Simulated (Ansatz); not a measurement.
How much do the gradients of MgNb4VO12 depend on the method?

Cell: a computed structure from the Materials Project (it need not be an observed phase).

```yaml
crystal:
  lattice:
    - [5.28174, 0.00000, 0.00000]
    - [-0.00877, 5.65412, 0.00000]
    - [-0.10326, -0.59091, 7.74662]
  atoms:
    - { symbol: Mg, position: [0.49963, 0.86972, 0.29525] }
    - { symbol: Nb, position: [0.00308, 0.00197, 0.02018] }
    - { symbol: Nb, position: [0.50112, 0.45120, 0.49498] }
    - { symbol: Nb, position: [0.00809, 0.99007, 0.51713] }
    - { symbol: Nb, position: [0.50467, 0.48279, 0.99047] }
    - { symbol: V, position: [0.00081, 0.59716, 0.70753] }
    - { symbol: O, position: [0.28701, 0.76015, 0.56034] }
    - { symbol: O, position: [0.13072, 0.96608, 0.27590] }
    - { symbol: O, position: [0.30154, 0.17638, 0.98510] }
    - { symbol: O, position: [0.17492, 0.29218, 0.58284] }
    - { symbol: O, position: [0.79329, 0.25783, 0.06752] }
    - { symbol: O, position: [0.40977, 0.49722, 0.26725] }
    - { symbol: O, position: [0.63817, 0.46154, 0.76083] }
    - { symbol: O, position: [0.19812, 0.65344, 0.94354] }
    - { symbol: O, position: [0.78440, 0.67396, 0.47827] }
    - { symbol: O, position: [0.69308, 0.76799, 0.08224] }
    - { symbol: O, position: [0.91315, 0.95750, 0.76831] }
    - { symbol: O, position: [0.67031, 0.13941, 0.44361] }
```

Atoms are numbered from 1 in the order listed; like atoms form one site, named after its first atom.

First run. Computed with Ansatz: DFT, PBE, plane waves and PAW, scalar-relativistic, collinear spin, 420 eV cutoff, Γ-centred 6×6×5 k-points, Fermi–Dirac smearing 0.05 eV. Start moments as typed (μB): 3 on each V, none on the rest.

| site | atom | V_zz (10²¹ V/m²) | η | m (μB) |
| --- | --- | --- | --- | --- |
| Mg | 1 | 2.07 | 0.42 | 0.00 |
| Nb2 | 2 | 2.85 | 0.99 | 0.02 |
| Nb3 | 3 | -6.10 | 0.15 | 0.04 |
| Nb4 | 4 | -5.01 | 0.89 | 0.09 |
| Nb5 | 5 | 5.94 | 0.32 | 0.05 |
| V | 6 | 1.95 | 0.44 | 1.85 |
| O7 | 7 | -3.98 | 0.15 | 0.01 |
| O8 | 8 | -2.73 | 1.00 | 0.01 |
| O10 | 10 | -2.87 | 0.16 | 0.01 |
| O13 | 13 | -2.25 | 0.29 | 0.00 |
| O14 | 14 | -3.11 | 0.56 | 0.00 |
| O15 | 15 | -3.65 | 0.23 | 0.00 |
| O17 | 17 | -2.85 | 0.23 | 0.01 |
| O18 | 18 | 2.53 | 0.98 | 0.01 |

Second run. The same atoms and settings, except that a Hubbard term is added (U = 3.1 eV on V d).

(1) Given the first result, estimate the second.

Results:

(1) 

| site | atom | V_zz | η | change of V_zz | m (μB) |
| --- | --- | --- | --- | --- | --- |
| Mg | 1 | 2.04 | 0.44 | -0.03 | 0.00 |
| Nb2 | 2 | 3.18 | 0.84 | +0.33 | 0.01 |
| Nb3 | 3 | -6.03 | 0.32 | +0.07 | 0.02 |
| Nb4 | 4 | 4.53 | 0.96 | – | 0.05 |
| Nb5 | 5 | 6.20 | 0.29 | +0.26 | 0.03 |
| V | 6 | 1.38 | 0.61 | -0.57 | 2.08 |
| O7 | 7 | -3.54 | 0.42 | +0.44 | 0.01 |
| O8 | 8 | 2.70 | 0.97 | – | 0.01 |
| O10 | 10 | -2.57 | 0.62 | +0.30 | 0.00 |
| O13 | 13 | -1.98 | 0.35 | +0.27 | 0.00 |
| O14 | 14 | -2.86 | 0.20 | +0.25 | -0.01 |
| O15 | 15 | -3.34 | 0.39 | +0.31 | 0.00 |
| O17 | 17 | -2.34 | 0.75 | +0.51 | 0.01 |
| O18 | 18 | 2.63 | 0.93 | +0.10 | 0.00 |

The largest change of V_zz along a kept axis is on V, from 1.95 to 1.38. The whole tensor moves most on Nb4, by 1.13 along its most changed direction. In per cent, |V_zz| changes by -2 on Mg, -1 to +12 on Nb, -18 to +4 on O (all sites that start above 2, bar those whose gradient vanishes or changes sign or whose main axis turns by over 40°). Where |V_zz| stays above 0.1 and the axes keep their order, η moves most on O17, from 0.23 to 0.75. On O13 V_xx and V_yy change places (or their axes turn by over 50°), so the two values of η hide a larger change. On Nb4, O8 the largest principal value lies along another axis in the second run, so the two V_zz can't be compared directly. The table leaves out 4 of the 18 sites, with |V_zz| up to 3.11; their tensors move by 0.15 at most along any direction. The statements above cover all sites. The first run finds no gap above 0.1 eV, the second does.

Without spin–orbit coupling (the program notes it for Nb) the gradients can shift somewhat, as the gap is small. All moments are parallel here, as the start or the cell imposes; many such compounds order antiparallel, where fields and spin densities carried over to other atoms largely cancel. The magnetic order is the one that the run reached from its start moments, not necessarily the measured one.
For the first run: At this cell the PBE pressure is -5 GPa, so with PBE the cell would shrink if it were relaxed. The entry's cell may itself be off. The largest force is 0.5 eV/Å, so the atoms aren't at the calculated equilibrium and relaxing them would move these values. The run finds no gap above 0.1 eV (a metal, or nearly one), so the gradients can move by 10 % or more with the k-mesh. Semilocal functionals can leave a metal where correlation in the d or f shell opens a gap in the real compound, and that would change the values at and beside Nb and V.
For the second run: At this cell the principal stresses reach 5 GPa in size with PBE+U, which can matter for small gradients. The largest force is 0.6 eV/Å, so the atoms aren't at the calculated equilibrium and relaxing them would move these values.
